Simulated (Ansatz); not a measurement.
NbB$_{2}$ in space group P6/mmm (No. 191; Nb on 1a, B on 2d), a = b = 3.1009 Å, c = 3.3258 Å, α = β = 90.00°, γ = 120.00°.

Relaxed with r²SCAN.

### Question
Which orbitals make up the states near the Fermi level in plane-wave PAW r²SCAN (Ansatz code)?

### Answer
Within 0.5 eV of the Fermi level: Nb 4d 73 %, B 2p 23 %. Projections are on Löwdin-orthogonalised atomic valence shells; empty p or d shells of many metals are not among them.

### Question
Tabulate the density of states.

### Answer
States/eV per cell of 3 atoms, in 0.25 eV bins, energy from the Fermi level.

```csv
E (eV),total,Nb 4d,B 2p,B 2s
-7.85,0.59,0.13,0.34,0.07
-7.60,0.69,0.16,0.41,0.07
-7.35,0.80,0.18,0.48,0.06
-7.10,0.65,0.15,0.41,0.05
-6.85,0.94,0.21,0.63,0.05
-6.60,1.55,0.35,1.07,0.05
-6.35,1.17,0.32,0.75,0.05
-6.10,1.02,0.31,0.62,0.04
-5.85,1.17,0.36,0.71,0.04
-5.60,1.28,0.42,0.77,0.03
-5.35,1.63,0.59,0.94,0.03
-5.10,2.61,0.98,1.48,0.04
-4.85,2.14,0.83,1.20,0.03
-4.60,1.72,0.72,0.94,0.02
-4.35,1.84,0.83,0.94,0.02
-4.10,1.61,0.76,0.78,0.01
-3.85,1.16,0.66,0.46,0.01
-3.60,0.90,0.60,0.29,0.00
-3.35,0.78,0.53,0.24,0.00
-3.10,0.66,0.47,0.19,0.00
-2.85,0.55,0.40,0.15,0.00
-2.60,0.43,0.32,0.10,0.00
-2.35,0.29,0.22,0.06,0.00
-2.10,0.16,0.13,0.03,0.00
-1.85,0.15,0.12,0.03,0.00
-1.60,0.31,0.24,0.07,0.00
-1.35,0.43,0.33,0.09,0.00
-1.10,0.53,0.41,0.11,0.00
-0.85,0.60,0.46,0.12,0.00
-0.60,0.65,0.50,0.14,0.00
-0.35,0.72,0.54,0.16,0.00
-0.10,0.91,0.67,0.21,0.01
0.15,1.10,0.81,0.25,0.02
0.40,1.32,0.93,0.30,0.05
0.65,1.28,0.91,0.29,0.05
0.90,1.28,0.93,0.27,0.04
1.15,1.33,0.97,0.27,0.04
1.40,1.36,1.00,0.28,0.05
1.65,1.35,1.00,0.26,0.05
1.90,1.54,1.15,0.29,0.06
2.15,1.63,1.25,0.29,0.06
2.40,1.86,1.35,0.39,0.08
2.65,2.18,1.60,0.43,0.10
2.90,2.05,1.49,0.41,0.11
3.15,1.49,1.01,0.32,0.11
3.40,1.21,0.74,0.29,0.13
3.65,1.14,0.64,0.28,0.16
3.90,1.05,0.56,0.27,0.17
4.15,0.79,0.41,0.23,0.09
4.40,0.74,0.36,0.24,0.09
4.65,0.91,0.38,0.31,0.13
```

The first step of the workflow began from a Materials Project structure, measured or hypothetical; the Crystallography Open Database files this formula in space group No. 191, but the cells were not matched. Its standing as an ambient phase is unchecked. The r²SCAN relaxation kept the symmetry of its start; whether a distortion lowers the energy is not shown. No spin polarisation was allowed. Scalar-relativistic: spin–orbit coupling is off unless named, which matters more the heavier the elements.

Potentials: the later of the program's two PAW sets.
